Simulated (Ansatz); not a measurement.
A geometry of Ti away from equilibrium: step 4 of the relaxation of a relaxed Ti cell, doubled along one cell vector, shaken by Gaussian noise of σ = 0.08 Å a coordinate. Method: r2SCAN (plane waves to 500 eV, PAW, scalar-relativistic; Ansatz, a first-principles code). Γ-centred k-mesh 6×12×12 on the run's cell (coarser than for final values), Fermi–Dirac smearing 0.05 eV. The plane waves were selected for a different cell earlier on the path.

```yaml
crystal:
  lattice:
    - [4.99401, -0.04279, 0.04924]
    - [-0.02140, 2.65343, -0.01394]
    - [0.02406, -0.01363, 2.60772]
  atoms:
    - { symbol: Ti, position: [0.01914, 0.16557, 0.84650] }
    - { symbol: Ti, position: [0.51355, 0.84430, 0.23765] }
```

What forces act on the atoms (eV/Å)?


```csv
atom,Fx,Fy,Fz
Ti1,0.17,0.74,-0.72
Ti2,-0.17,-0.74,0.72
```

The path ends in P4/nmm (No. 129). No spin polarisation in the result.

The run could not lose the symmetry of its start, so the end can be a saddle point.

The end of the path is a generated cell of Ti: the first start was made by a random draw of sites in a space group, and the end was not matched to a known phase here, so it may be hypothetical. Known forms of Ti include space group No. 194.
